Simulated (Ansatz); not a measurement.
ZnSe in space group P4_2/mmc (No. 131; Zn on 2c, Se on 2e) at seven volumes, PBEsol (plane waves, PAW; program Ansatz), shape and atoms relaxed at each. One row is withheld.

```csv
V (Å³/atom),P (GPa)
21.542,4.93
22.253,3.06
22.963,1.47
23.673,0.00
24.383,?
25.093,-2.49
25.804,-3.42
```

### Question
Fit the shown pressures and predict the withheld one.

### Answer
P = (3/2)B₀(x^(7/2) − x^(5/2))[1 + (3/4)(B′ − 4)(x − 1)] with x = (V₀/V)^(2/3). Least squares on the six rows gives V₀ = 23.668 Å³/atom, B₀ = 45.6 GPa, B′ = 3.00. At V = 24.383, x = 0.9804 and P = -1.30 GPa. The run itself gave -1.32 GPa.

A made-up cell: these elements were put on the sites of a structure type; neither database checked (COD, Materials Project) lists it. It is not the phase usual at ambient conditions (space group No. 216). Symmetry was held in the PBEsol relaxation. At this level the phase is dynamically unstable (imaginary phonons).

Potentials: the later of the program's two PAW sets.
